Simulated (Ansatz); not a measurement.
The relaxed structure here is a generated cell of SiNi: the first start was made by placing the elements on the sites of a structure type, and the end was not matched to a known phase here, so it may be hypothetical. Known forms of SiNi include space group No. 62.

One starting cell of SiNi (a generated trial cell of SiNi in the rocksalt structure type) was relaxed twice with Ansatz (plane waves, PAW, scalar-relativistic): with PBEsol at 420 eV and with PBE at 420 eV. The PBEsol result:

Space group Fm-3m (No. 225); a = b = c = 4.683 Å, α = β = γ = 90.00°

```
atom  site  symmetry       x       y       z
----  ----  --------  ------  ------  ------
Si      4a      m-3m  0.0000  0.0000  0.0000
Ni      4b      m-3m  0.5000  0.5000  0.5000
```
(The calculation used a cell of 2 atoms; values per cell refer to that cell.)

```
quantity                          PBEsol    PBE
--------------------------------  ------  -----
space group                        Fm-3m  Fm-3m
volume (Å³/atom)                   12.84    ___
a (Å)                              4.683    ___
gap (eV, no spin-orbit coupling)    0.00    ___
```

Q: Fill in the PBE column.

A: 
- volume (Å³/atom), PBE: 13.31
- a (Å), PBE: 4.740
- gap (eV, no spin-orbit coupling), PBE: 0.00

Both levels end in the same structure; PBE's volume is 3.7 % larger. Neither column is exact.

No spin polarisation in the result. A magnetic state may lie lower.

The run could not lose the symmetry of its start, so the end can be a saddle point.

All atoms sit on sites fixed by symmetry, so only the cell could relax.

Ansatz is a quantum-chemistry and plane-wave program.
